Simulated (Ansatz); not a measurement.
Nb2PC:
```
Nb2PC
1.0
    3.30704     0.00000     0.00000
   -1.65352     2.86398     0.00000
    0.00000     0.00000    11.53562
Nb P C
4 2 2
Direct
  0.33333   0.66667   0.40034
  0.66667   0.33333   0.59966
  0.66667   0.33333   0.90034
  0.33333   0.66667   0.09966
  0.66667   0.33333   0.25000
  0.33333   0.66667   0.75000
  0.00000   0.00000   0.50000
  0.00000   0.00000   0.00000
```

Relaxed with r²SCAN. Special points in fractions of this cell's reciprocal vectors: Γ (0.000, 0.000, 0.000); M (0.500, 0.000, 0.000); K (0.333, 0.333, 0.000); A (0.000, 0.000, 0.500); L (0.500, 0.000, 0.500); H (0.333, 0.333, 0.500).

Q: List the band energies nearest the Fermi level at these points for r²SCAN with spin–orbit coupling (plane waves, PAW; program Ansatz).

A: In eV from the Fermi level; about four levels below and three above (degenerate sets whole), none deeper than 8.9 eV; points with the same levels are listed once.

| k | below | above |
|---|---|---|
| Γ | -1.20 -1.20 -1.13 -1.13 | 0.10 0.10 0.12 0.12 |
| M | -2.81 -2.81 -1.44 -1.44 | 0.90 0.90 1.06 1.06 |
| K | -0.27 -0.27 -0.19 -0.19 | 0.03 0.03 0.86 0.86 |
| A | -0.27 -0.27 -0.27 -0.27 | 1.46 1.46 1.46 1.46 1.46 1.46 1.46 1.46 |
| L | -2.17 -2.17 -2.17 -2.17 | 1.49 1.49 1.49 1.49 |
| H | -0.23 -0.23 -0.16 -0.16 | 0.73 0.73 0.74 0.74 |

Space group P6_3/mmc. The workflow started from a Materials Project entry (that database holds measured and hypothetical structures alike); the Crystallography Open Database copy checked does not list it. Whether it is the stable phase at ambient conditions was not checked. The r²SCAN relaxation kept the symmetry of its start; its stability against distortions is not shown here. The run is not spin-polarised.

Potentials: the later of the program's two PAW sets.
